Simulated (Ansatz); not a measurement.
Method: PBEsol, scalar-relativistic; no spin polarisation; PAW, 420 eV, Γ-centred 8×8×8 mesh, 0.05 eV Gaussian smearing; code Ansatz. The datasets are Ansatz's generated set soft_2.

The calculation on XS, where X is one element, gave:

| Quantity | Value |
| --- | --- |
| Space group | F-43m (No. 216) |
| Conventional cell | a = 6.130 Å, b = 6.130 Å, c = 6.130 Å, α = 90.00°, β = 90.00°, γ = 90.00° |
| Volume | 28.79 Å³/atom |
| Band gap | 0.31 eV |
| Smallest direct gap | 0.32 eV |
| f electrons (orthogonalised atomic orbitals) | X 13.85 |
| Formation energy from the elements (0 K, uncorrected) | -1.79 eV/atom |
| Bulk modulus (Birch–Murnaghan) | 45 GPa |
| Pressure derivative B0′ | 4.0 |
| Shear modulus (Hill) | 7.7 GPa |
| Young's modulus | 22 GPa |
| Poisson's ratio | 0.42 |
| Elastically stable | yes |

Sites: X on 4a, S on 4d.

**Question.** Which element is X?
A. Tm
B. Lu
C. Hf
D. Yb

**Answer.** D. X is Yb, so the compound is YbS.

The start was a prototype's sites filled with these elements. The Crystallography Open Database lists the compound in space group Fm-3m (rock salt), so this is a trial structure.

For elements this heavy, spin–orbit coupling would shift levels and gaps; it isn't included here.
